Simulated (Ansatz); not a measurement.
Problem. Name crystals whose computed values (the program Ansatz at the PBEsol level (PAW)) fall in these windows: electron conductivity mass (mₑ) 0.091 to 0.12; gap (eV) 0.90 to 1.1.

Solution. 

```csv
crystal,electron conductivity mass (mₑ),gap (eV)
"In2Se3, P6_1 (Pearson symbol hP30)",0.11,0.99
```
Others may fit too.

Standing as an ambient phase not checked: In2Se3, P6_1 (Pearson symbol hP30). The cell was relaxed under the symmetry of its start. Scalar-relativistic: spin–orbit coupling is off unless named, which matters more the heavier the elements.

Potentials: the later of the program's two PAW sets.
